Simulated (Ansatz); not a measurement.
The numbers come from plane-wave PAW DFT (Ansatz): PBE, no spin polarisation, 420 eV, 8×8×8 Γ-centred k points, gaussian occupations (width 0.174 eV). Nothing was relaxed.

Computed maps in the lattice plane spanned by b (left to right, 3.91 Å, 12 points from zero) and c (bottom to top, 4.12 Å, 12 points from zero), 90° apart, at height 0.500 along a. The fields are smooth PAW ones with compensation charges, not the true ones near nuclei.

Valence density. Digits on a logarithmic scale: 0 up to 0.03 e/Å³, each further digit a factor of 1.6, 9 from 1.3 e/Å³ up:
```
222322222322
234554445543
346886668864
358997679985
347887478874
235774247753
224555455542
223456665432
222345654322
222234443222
211112221111
211111111111
```

ELF. Ten even steps from '0' (0.02) to '9' (1.00):
```
001220002210
016985258961
049998389994
069998289996
059996169995
027861416872
013310101331
112222222221
211223332211
111112221111
100000000000
000000000000
```

Q: The cell is RbSiH₄. Which atoms lie within 0.2 Å of this plane, and where (fractions of b and c)?

A: Si at (0.50, 0.50), H at (0.26, 0.67), H at (0.74, 0.67). The whole cell:
```
CELL_PARAMETERS angstrom
2.82831 2.70523 0.00000
2.82831 -2.70523 0.00000
0.00000 0.00000 -4.12010
ATOMIC_POSITIONS crystal
Rb 0.00000 0.00000 0.00000
Si 0.50000 0.50000 0.50000
H 0.50100 0.25900 0.67300
H 0.49900 0.74100 0.67300
H 0.25900 0.50100 0.32700
H 0.74100 0.49900 0.32700
```

Origin: a known structure type with other elements, at an estimated volume, so it need not be a known compound. Caveats: atoms or cell far from equilibrium; wide smearing.
